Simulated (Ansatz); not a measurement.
LuSi$_{2}$ in space group P6/mmm (No. 191; Lu on 1a, Si on 2d) under volume change, PBEsol in the plane-wave PAW code Ansatz, shape and atoms relaxed at each volume.

```csv
V (Å³/atom),E − E(relaxed) (meV/atom),P (GPa)
15.938,48.5,10.82
16.463,20.3,6.53
16.989,4.8,3.02
17.514,0.0,0.00
18.040,4.2,-2.55
18.565,16.4,-4.81
19.090,35.2,-6.61
```

What does a third-order Birch–Murnaghan fit give for V₀, B₀ and B′?

V₀ = 17.51 Å³/atom, B₀ = 92.9 GPa, B′ = 4.5.

The workflow started from an entry of the Crystallography Open Database (COD). Whether it is the stable phase at ambient conditions was not checked. The PBEsol relaxation kept the symmetry of its start. At this level the phase is mechanically unstable. Scalar-relativistic: spin–orbit coupling is off unless named, which matters more the heavier the elements.

Potentials: the later of the program's two PAW sets.
